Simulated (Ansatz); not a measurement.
# Ga₃Sb at several levels of theory

Method: Ansatz 0.2.0, DFT PBE, plane waves, PAW. The atoms stay where they are, in a cell that isn't relaxed at these levels; pressure is positive in compression. “Off” is scalar-relativistic.

```
Ga Sb
1.0
    -2.15880    2.15880    4.76048
     2.15880   -2.15880    4.76048
     2.15880    2.15880   -4.76048
Ga Sb
3 1
Direct
  0.75000 0.25000 0.50000
  0.25000 0.75000 0.50000
  0.50000 0.50000 0.00000
  0.00000 0.00000 0.00000
```

```
plane-wave cutoff : 420 eV
Γ-centred k-mesh  : 14×14×14
occupation rule   : Gaussian smearing, 0.1 eV
```

```
spin–orbit coupling gap on mesh (eV) P (GPa)
                off metal     -0.5
```

**Question.** What do the runs give for on?

**Answer.** They give:

| spin–orbit coupling | gap on mesh (eV) | P (GPa) |
| --- | --- | --- |
| on | metal | -0.4 |